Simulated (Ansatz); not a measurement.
Ti (hcp, Mg type)

```
Ti
1.0
    2.90086     0.00000     0.00000
   -1.45043     2.51222     0.00000
    0.00000     0.00000     4.59040
Ti
2
Cartesian
  0.00000   1.67481   3.44280
  1.45043   0.83741   1.14760
```

Equation-of-state scan: isotropic scaling of the cell above, V₀ being its volume. Symmetry pins the atoms to their sites.

All values below come from PBEsol (plane waves to 420 eV, PAW, scalar-relativistic; Ansatz, a program for electronic structure). k mesh 19×19×11 (Γ-centred), Fermi-Dirac smearing 0.05 eV. The energy includes the smearing's −TS. Stress and pressure are positive under compression. With the shape held, the modulus is that of even scaling; a crystal free to change shape is softer. Ti is run without spin polarisation. Ti was relaxed with its symmetry unable to fall. ΔE is measured from the relaxed starting cell. The last digit holds for this mesh only.

```csv
V (Å³/atom),ΔE (meV/atom)
14.050,205.9
14.496,136.7
14.942,83.7
15.388,45.1
15.834,withheld
16.280,4.6
16.727,0.0
17.173,4.3
17.619,16.4
18.065,35.4
18.511,60.7
18.957,91.3
19.403,126.8
```

### Question
Fit a third-order Birch-Murnaghan form (E₀, V₀, B₀, B₀′ free) to the given rows and predict ΔE at V = 15.834.

### Answer
Least squares on the 12 given rows: ΔE = E₀ + (9V₀B₀/16)·y²·[2 + (B₀′ − 4)y], y = (V₀/V)^(2/3) − 1, with V₀ = 16.727 Å³/atom, B₀ = 118.9 GPa (160.2 GPa = 1 eV/Å³; the term in eV is multiplied by 1000), B₀′ = 3.51, E₀ = 0.05 meV/atom; root-mean-square residual 0.04 meV/atom. At 15.834 the fit gives 19.3 meV/atom; the calculation gives 19.2 meV/atom, so the interpolation is off by 0.1 (+0.5 %). For the pressure the fit gives 7.2 GPa against the computed 7.2 GPa.

(Under strain, the slope of the energy per volume gives the stress and its curvature an elastic modulus.)
